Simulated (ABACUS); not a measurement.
Band structure of TiSi2 (Fddd, 6 atoms in the cell; from Materials Project mp-2582).

```yaml
crystal:
  lattice:
    - [0.00000, 4.11752, 4.26290]
    - [2.38951, 0.00000, 4.26290]
    - [2.38951, 4.11752, 0.00000]
  atoms:
    - { symbol: Ti, position: [0.50000, 0.50000, 0.50000] }
    - { symbol: Ti, position: [0.75000, 0.75000, 0.75000] }
    - { symbol: Si, position: [0.83743, 0.16257, 0.83743] }
    - { symbol: Si, position: [0.16257, 0.83743, 0.16257] }
    - { symbol: Si, position: [0.41257, 0.08743, 0.41257] }
    - { symbol: Si, position: [0.08743, 0.41257, 0.08743] }
```

All values come from this method and carry its errors: ABACUS with LDA (PW92), numerical atomic orbitals SZP (confined pseudo-atomic orbitals with Gaussian additions; energy shift 0.01 Ry), PseudoDojo 0.4 standard norm-conserving LDA (tails mended) pseudopotentials.

Settings: basis = SZP numerical atomic orbitals, energy shift 0.01 Ry; KPT = Gamma 6 6 6 0 0 0; basis_type = lcao; dft_functional = PWLDA; ecutwfc = 100 Ry; smearing_method = fd; smearing_sigma = 0.00734986 Ry; potentials = PseudoDojo 0.4 standard norm-conserving LDA (tails mended); symmetry = 1; symmetry_prec = 1e-05; ks_solver = genelpa; scf_nmax = 100; scf_thr = 1.0e-07; mixing_type = broyden.

The atom-centred basis is finite, which shifts total energies, pressures and forces against plane waves. A single-zeta basis is rough, for pressures and forces above all. The structure comes from a collection of computed structures, made at another level of theory; the collection holds predicted forms beside known ones. No clean gap shows at this smearing width and mesh (spacing up to 0.28 Å⁻¹); the mesh is coarse for partly filled bands, so the values carry mesh errors.

Points are given in units of this cell's reciprocal vectors. Levels in eV from the Fermi level, bands 17 to 22:
```tsv
point	17	18	19	20	21	22
Γ (0 0 0)	-2.31	-2.10	-1.81	-1.36	-0.96	2.08
Y (0.5 0 0.5)	-2.38	-2.38	-0.92	-0.92	1.23	1.23
T (1 0.5 0.5)	-1.16	-1.16	-0.71	-0.71	0.81	0.81
Z (0.5 0.5 0)	-1.59	-1.59	-1.02	-1.02	0.71	0.71
X (0 0.413 0.413)	-1.39	-0.46	0.01	0.09	0.69	0.90
A1 (0.5 0.244 0.744)	-1.72	-1.72	-1.44	-1.44	1.37	1.37
A (0.5 0.756 0.256)	-1.72	-1.72	-1.44	-1.44	1.37	1.37
```

4 bands cross the Fermi level along this path, so the cell has no gap at this level.

Higher empty bands are left out: an atom-centred basis made for the valence describes them poorly.

The atomic orbitals were generated for these runs; they are not ABACUS's published sets and were checked against plane waves on a few crystals only.

“Tails mended”: in these copies of the files the far tail of each local potential was reset to the Coulomb form.
